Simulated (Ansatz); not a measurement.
VSi (CsCl type, Pm-3m), DFT-PBE in the program Ansatz with PAW potentials, all energies at zero smearing, with the estimated change up to a 700 eV cutoff added, with one set of potentials and settings (totals compare only within such a set). Cell of 4 atoms (2 V, 2 Si): -7097.057 eV.

| element | reference phase | E (eV/atom) |
|---|---|---|
| V | Im-3m, 1 atoms in the cell | -2912.4171 |
| Si | Fd-3m, 2 atoms in the cell | -635.8114 |

Formation energy per atom, worked out: (-7097.057 − 2×(-2912.4171) − 2×(-635.8114))/4 = -0.150 eV/atom (-14 kJ per mol of atoms), at 0 K, without zero-point energy or fitted corrections.

A made-up cell: these elements were put on the sites of a structure type; neither database checked (COD, Materials Project) lists it. Its standing as an ambient phase is unchecked. The cell was relaxed with PBE under the symmetry of its start, as lowered by the spin order; whether a distortion lowers the energy is not shown. The final state is antiferromagnetic, chosen from 3 collinear starts compared on coarse meshes (ties went to the first, and starts can fall back to one state), not a proven ground state. The references are the lowest solids computed at this level, not always the standard phases.

Potentials: the earlier of the program's two PAW sets.
